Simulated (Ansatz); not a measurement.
# LaBRh$_{3}$: reading a single point

```
CELL_PARAMETERS angstrom
4.34823 0.00000 0.00000
0.00000 4.34823 0.00000
0.00000 0.00000 4.34823
ATOMIC_POSITIONS crystal
B 0.50000 0.50000 0.50000
Rh 0.00000 0.50000 0.50000
Rh 0.50000 0.00000 0.50000
Rh 0.50000 0.50000 0.00000
La 0.00000 0.00000 0.00000
```

Level: r2SCAN, no spin polarisation; 500 eV; 8×8×8 Γ-centred mesh; fermi-dirac occupations (width 0.1 eV); Ansatz 0.2.0, fixed geometry.

- At the Fermi level: It is a metal, with about 3.5 states/eV a cell as the mean within 0.25 eV of the Fermi level, mostly Rh d (91 %).
- Contacts: B–Rh at 2.17 Å: least valence density 0.55 e/Å³ and ELF 0.45 there. La–Rh at 3.07 Å: least valence density 0.20 e/Å³ and ELF 0.12 there. Both are smooth PAW fields, read partly inside the augmentation spheres.
- Forces: The forces vanish by the symmetry of the sites.
- Charges: Bader charges in e: La +1.54, B -0.17, Rh -0.46. In the mean La gives up most and Rh takes most.

Origin: a known structure type with other elements, at an estimated volume, so it need not be a known compound. Caveats: many states at the Fermi level without spin polarisation, so a magnetic state may lie lower; f levels without a U or exact exchange are poorly placed.
